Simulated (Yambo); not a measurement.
```
AgI
1.0
    4.47139     0.00000     0.00000
    0.00000     4.47139     0.00000
    0.00000     0.00000     6.64540
Ag I
2 2
Direct
  0.00000   0.00000   0.00000
  0.50000   0.50000   0.00000
  0.00000   0.50000   0.72082
  0.50000   0.00000   0.27918
```

AgI (space group P4/nmm, No. 129): mean Im ε in 1 eV windows above the direct gap of 2.45 eV, for different electron-hole kernels (Yambo, broadening 0.15 eV, LDA (pw.x of Quantum ESPRESSO, ONCV potentials, no spin-orbit coupling) bands; 4×4×4 mesh, 16 valence and 8 conduction bands, static screening with 75 bands and a 4 Ry block, scissor 1.22 eV, Tamm-Dancoff; field along x).

```
window (eV)  independent quasiparticles  BSE
-----------  --------------------------  ---
2.4 to 3.4                          1.6  3.4
3.4 to 4.4                          3.2  3.0
4.4 to 5.4                          2.8  4.2
5.4 to 6.4                          4.4  9.2
6.4 to 7.4                          9.6  7.5
7.4 to 8.4                          8.0  3.3
```

This run doesn't resolve bound excitons or single peaks, so only averages are given, and they too depend on the mesh; weight that the attraction moves below the gap isn't listed. All transitions below 9.46 eV are in the band window. The scissor comes from a G0W0 run whose convergence isn't established.

Spin-orbit coupling is left out, which matters for elements this heavy: edges can move by tenths of an eV.

Geometry of the Materials Project entry, not relaxed at this level.

This is not the ordinary phase of the substance; no match was found in the copy of COD used, and its stability was not checked.

The distance between layers or molecules is the database entry's, not relaxed here. Functionals without dispersion can leave it too large, which widens gaps and weakens the response across layers: the numbers belong to this cell.
